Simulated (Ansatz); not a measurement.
Starting cell, Pd (fcc, Cu type):

```
Pd
1.0
    3.94259     0.00000     0.00000
    0.00000     3.94259     0.00000
    0.00000     0.00000     3.94259
Pd
4
Direct
  0.00000   0.00000   0.00000
  0.50000   0.50000   0.00000
  0.50000   0.00000   0.50000
  0.00000   0.50000   0.50000
```

In each cell atom 3 (Pd, nearest neighbour Pd at 2.788 Å; its periodic images, 3.9 Å or more away, move with it) moves by s·(-0.707, -0.707, 0.000) (towards the nearest neighbour), the rest being held.

The numbers are results of PBE (plane waves to 420 eV, PAW, scalar-relativistic; Ansatz, a quantum-chemistry and plane-wave program), not measurements. k mesh 10×10×10 (Γ-centred), Fermi-Dirac smearing 0.05 eV. The energy includes the smearing's −TS. With partly filled bands, energies and forces of such displacements shift with the k mesh and the smearing. Pd is run without spin polarisation. Pd was relaxed with its symmetry unable to fall. The PAW data are Ansatz's earlier set. ΔE is measured from the undisplaced structure. The last digit holds for this mesh only.

| s (Å) | ΔE (meV/cell) |
|---|---|
| -0.560 | withheld |
| -0.448 | 945.9 |
| -0.336 | 503.2 |
| -0.224 | 216.8 |
| -0.112 | 53.5 |
| 0.000 | 0.0 |
| 0.112 | 53.5 |
| 0.224 | 216.8 |
| 0.336 | 503.2 |
| 0.448 | 945.9 |
| 0.560 | withheld |

Question: Fit an even polynomial form (powers 2, 4, 6) to the given rows and predict ΔE at s = 0.560.

Answer: Least squares on the 9 given rows: ΔE = (4241)·s² + (1347)·s⁴ + (4994)·s⁶, in meV/cell with s in Å; root-mean-square residual 0.06 meV/cell. At 0.560 the fit gives 1616.5 meV/cell; the calculation gives 1609.9 meV/cell, so the extrapolation is off by 6.6 (+0.4 %). The quadratic term alone would give 1330.0 meV/cell.

(For displaced atoms, the force is minus the slope of the energy, and its curvature is a force constant, which sets phonon frequencies.)
